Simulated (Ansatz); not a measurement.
Given:

TaRu:
Space group Fm-3m (No. 225); a = b = c = 5.1474 Å, α = β = γ = 90.00°

```json
[
 {"atom": "Ru", "site": "4a", "symmetry": "m-3m", "x": "0.0000", "y": "0.0000", "z": "0.0000"},
 {"atom": "Ta", "site": "4b", "symmetry": "m-3m", "x": "0.5000", "y": "0.5000", "z": "0.5000"}
]
```
(The calculation used a cell of 2 atoms; values per cell refer to that cell.)

This is the PBEsol-relaxed structure.

Question: All from DFT-PBEsol in the program Ansatz with PAW potentials, unless another level is named. Give the bulk modulus (Birch–Murnaghan fit).

Answer: 218 GPa.

Question: Predict the highest zone-centre frequency.

Answer: 176 cm^-1.

The start of the workflow was typed in or built on a structure type; neither database checked (COD, Materials Project) lists it. COD files the formula under space group No. 123, 221, so this cell is another polymorph or a model. Its standing as an ambient phase is unchecked. The PBEsol relaxation kept the symmetry of its start. At this level the phase is mechanically unstable. No spin polarisation was allowed. Its formation energy is positive at this level, so the cell may be metastable or incomplete. As this level gives no gap, phonon frequencies hold no LO–TO term and depend on the k-mesh and smearing (Fermi–Dirac, 0.1 eV here). Spin–orbit coupling is left out wherever it is not named.

Potentials: the later of the program's two PAW sets.
